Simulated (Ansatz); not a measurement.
According to plane-wave PAW PBEsol (Ansatz code), Ag in the β-Sn type structure (I4_1/amd) relaxes to a = 5.198 Å, c = 2.724 Å.

Electronic character: metallic (no gap). Gap from PBEsol with spin–orbit coupling: none (metallic).

The bulk modulus is 96.4 GPa. The highest mode at Γ lies at 177 cm⁻¹.

The start of the workflow was typed in or built on a structure type; neither database checked (COD, Materials Project) lists it. It is not the phase usual at ambient conditions (space group No. 225). The cell was relaxed with PBEsol under the symmetry of its start; its stability against distortions is not shown here. The run is not spin-polarised. As this level gives no gap, phonon frequencies hold no LO–TO term and depend on the k-mesh and smearing (Fermi–Dirac, 0.1 eV here). Axis ratios of metals converge slowly with the k-mesh, so a and c are less sure than the volume. Scalar-relativistic: spin–orbit coupling is off unless named, which matters more the heavier the elements.

Potentials: the later of the program's two PAW sets.
